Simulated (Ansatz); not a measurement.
Contact densities of YSe against volume

```
Y Se
1.0
     0.00000    2.87500    2.87500
     2.87500    0.00000    2.87500
     2.87500    2.87500    0.00000
Y Se
1 1
Direct
  0.00000 0.00000 0.00000
  0.50000 0.50000 0.50000
```

Atoms are numbered in the order listed.

The geometry is COD entry 1527462, unchecked; take it as a test cell.

Spin polarisation is left out, and whether a magnetic state lies lower isn't shown here.

Computed with DFT, LDA, all-electron PAW with datasets made for the crystal, scalar-relativistic (Ansatz 0.2.0).

Sampling and basis: a Γ-centred 7×7×7 k mesh, Fermi–Dirac smearing of 0.03 eV, cutoff 220 eV (chosen by the program for this cell), no spin polarisation.

The contact density is the mean electron density over the nuclear volume; its changes follow the s electrons' response to bonding and compression. Changes below are taken from the unscaled cell, where it is 441978 e/Å³ at Y1, 261679 e/Å³ at Se2.

| V/V(cell) | P (GPa) | Δρ(0) Y1 (e/Å³) | Δρ(0) Se2 (e/Å³) |
| --- | --- | --- | --- |
| 0.9400 | 0.5 | 0.51 | -0.99 |
| 0.9600 | -1.4 | ? | -0.69 |
| 0.9800 | -3.1 | 0.16 | -0.35 |
| 0.9900 | -3.9 | 0.08 | ? |
| 1.0000 | -4.6 | 0.00 | 0.00 |
| 1.0100 | -5.3 | -0.08 | 0.18 |
| 1.0200 | -6.0 | -0.15 | 0.37 |
| 1.0400 | -7.2 | -0.29 | ? |
| 1.0600 | -8.3 | -0.39 | 1.20 |

Question: Give the missing entry: row "0.9900", column "Δρ(0) Se2 (e/Å³)".

Answer: -0.18.

Question: Give the missing entry: row "1.0400", column "Δρ(0) Se2 (e/Å³)".

Answer: 0.77.

Question: Fill in "Δρ(0) Y1 (e/Å³)" for the row "0.9600".

Answer: 0.33.

The datasets are made afresh for each cell, so very small changes are uncertain.
